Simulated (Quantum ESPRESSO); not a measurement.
# Band energies of TlAsF₆

```
CELL_PARAMETERS angstrom
      3.80958     2.19946     2.55978
     -3.80958     2.19946     2.55978
      0.00000    -4.39893     2.55978
ATOMIC_POSITIONS crystal
  F  0.69389 0.78562 0.42367
  F  0.30611 0.21438 0.57633
  F  0.42367 0.69389 0.78562
  F  0.57633 0.30611 0.21438
  F  0.78562 0.42367 0.69389
  F  0.21438 0.57633 0.30611
  As 0.50000 0.50000 0.50000
  Tl 0.00000 0.00000 0.00000
```

PBEsol (pw.x of Quantum ESPRESSO, ONCV potentials, without SOC); path ΓPZQΓFP1Q1LZ; energies in eV from the valence-band maximum.

```
k (1/Å)  point  band 31  band 32  band 33  band 34  band 35  band 36  band 37  band 38
-------  -----  -------  -------  -------  -------  -------  -------  -------  -------
0.00         Γ    -1.17    -1.17    -0.87    -0.87    -0.49     5.28     7.47     7.91
0.40              -1.32    -0.85    -0.81    -0.72    -0.28     4.97     7.39     7.70
0.99         P    -1.24    -0.80    -0.71    -0.71    -0.18     5.30     7.13     7.13
0.99         Z    -1.22    -0.81    -0.71    -0.71    -0.15     5.27     7.13     7.13
1.36              -1.26    -0.89    -0.74    -0.69    -0.06     5.27     6.91     7.15
1.91              -1.32    -0.83    -0.74    -0.70    -0.21     5.36     6.96     7.16
2.09         Q    -1.30    -0.78    -0.71    -0.71    -0.24     5.35     7.13     7.13
2.48              -1.40    -0.81    -0.78    -0.78    -0.19     5.30     7.21     7.34
3.06         Γ    -1.17    -1.17    -0.87    -0.87    -0.49     5.28     7.47     7.91
3.39              -1.24    -0.87    -0.81    -0.76    -0.38     4.98     7.36     7.84
3.88         F    -1.24    -0.99    -0.71    -0.68    -0.09     5.34     6.75     7.02
4.43        P1    -1.24    -0.80    -0.71    -0.71    -0.18     5.30     7.13     7.13
4.43        Q1    -1.30    -0.78    -0.71    -0.71    -0.24     5.35     7.13     7.13
4.72              -1.34    -0.80    -0.78    -0.70    -0.20     5.23     6.98     7.45
5.16         L    -1.18    -0.93    -0.74    -0.67    -0.09     4.70     7.21     7.98
5.58              -1.28    -0.88    -0.74    -0.71     0.00     5.08     7.18     7.36
5.99         Z    -1.22    -0.81    -0.71    -0.71    -0.15     5.27     7.13     7.13
```

The PBEsol gap is indirect, 4.70 eV, from 50 % of the way from L to Z to L; the smallest direct gap is 4.79 eV.

Spin-orbit coupling is left out; with 6p states at a band edge it can lower the gap by many tenths of an eV, most of a small gap.

Geometry relaxed with PBE+D3(BJ).

The structure is a Materials Project entry; no match was found in the copy of COD used, and its stability was not checked.
